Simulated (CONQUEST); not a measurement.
A self-consistent single point of AlRu (P1, 2 atoms in the cell; from Materials Project mp-542569, changed as shown) with CONQUEST.

Method: LDA (PW92), numerical atomic orbitals double-zeta with polarisation (the shipped basis), PseudoDojo norm-conserving potentials made for LDA run with CONQUEST 1.3.

The change in words: atoms moved at random. Reference geometry (Pm-3m):
```
AlRu
1.0
    3.04126     0.00000     0.00000
    0.00000     3.04126     0.00000
    0.00000     0.00000     3.04126
Al Ru
1 1
Direct
  0.00000   0.00000   0.00000
  0.50000   0.50000   0.50000
```

Reference input (self-consistent single point, DFT, LDA (PW92), numerical atomic orbitals double-zeta with polarisation (the shipped basis), PseudoDojo norm-conserving potentials made for LDA): basis = DZP; Diag.MPMeshX, Y, Z = 14 14 14; potentials = PseudoDojo norm-conserving LDA; Grid.GridCutoff = 175 Ha; DM.SolutionMethod = diagon; Diag.kT = 0.003675 Ha; Diag.GammaCentred = true; minE.SCTolerance = 1.0e-06; SC.MaxIters = 100; SC.LinearMixingFactor = 0.5; SC.KerkerPreCondition = true; SC.KerkerFactor = 0.1 1/bohr. This run's input differs from it in these lines:

```diff
@@ -34,4 +34,4 @@
 2
-    0.000000000     0.000000000     0.000000000  1 T T T
-    0.500000000     0.500000000     0.500000000  2 T T T
+    0.996635000     0.010936000     0.999684000  1 T T T
+    0.503365000     0.489064000     0.500316000  2 T T T
```

Log, with long lists cut:

```
    new_SC_potl: Starting.  Tolerance:  0.10000E-05

    PulayMixSC: Starting Pulay mixing, A_up =  0.500 A_dn =  0.500
    PulayMixSC: Spin non-polarised calculation.
    PulayMixSC: with Kerker preconditioning, q0 =  0.100
          Harris-Foulkes Energy            :      -103.545167450384639 Ha
          GroundState Energy (E-(1/2)TS)   :      -103.546159437877463 Ha
          Free Energy (E-TS)               :      -103.547151425370274 Ha
          DFT Total Energy                 :      -103.465932146540851 Ha
          Total number of electrons        :        18.999999999999865
   [... lines left out ...]
          Total number of electrons        :        19.000036084439422
    PulayMixSC: Pulay iteration     6 residual:              0.56431E-05
          Harris-Foulkes Energy            :      -103.521826492010689 Ha
          GroundState Energy (E-(1/2)TS)   :      -103.522892839064468 Ha
          Free Energy (E-TS)               :      -103.523959186118248 Ha
          DFT Total Energy                 :      -103.521826491944779 Ha
          Total number of electrons        :        19.000035153725321
    PulayMixSC: Pulay iteration     7 residual:              0.33996E-06
    PulayMixSC: Reached SCF tolerance of  0.33996E-06 after      7 iterations
      | Number of electrons      =        19.000035
      |* band energy as 2Tr[K.H] =       -20.766700013490958 Ha
      |  screened ion-ion energy =       -80.555010255570778 Ha
      |  Ha correction           =         0.784056672331336 Ha
      |  XC correction           =        -2.984172208313350 Ha
      | GS Energy as E-(1/2)TS   =      -103.522892839064468 Ha
      | Free Energy as E-TS      =      -103.523959186118248 Ha
      |* Harris-Foulkes energy   =      -103.521826492010689 Ha
      |* DFT total energy        =      -103.521826491944779 Ha
      |  estimated accuracy      =        -0.000000000065910 Ha

    force: Forces on atoms (Ha/a0)
    force:  Atom   X              Y              Z
    force:     1   0.0023461928  -0.0073938105   0.0002126979
    force:     2  -0.0023152695   0.0074009087  -0.0002127901

    force: Maximum force :        0.00740091(Ha/a0) on atom         2 in y direction
    force: Force Residual:        0.00775879 Ha/a0
    force: Total stress:         13.56302258    13.94214723    13.56527483 GPa
    force: Average pressure:    -13.69014822 GPa

    force: Finished force
    get_E_and_F: Change in energy during last step of electronic optimisation:  0.25183E-06
```

The run converged in 7 iterations. CONQUEST prints the stress tensor with tension positive. Against the reference run the free energy goes up by 6.8 meV/atom, the pressure goes from -13.87 to -13.69 GPa and the largest force goes from under 0.1 to 0.40 eV/Å.

The program uses no crystal symmetry, so grid and mesh can part values that symmetry would make equal. The atom-centred basis is finite, which shifts total energies, pressures and forces against plane waves. The structure comes from a collection of computed structures, made at another level of theory; the collection holds predicted forms beside known ones. Its lattice was then scaled.

Cost on one core: around 3 core-minutes (rough).
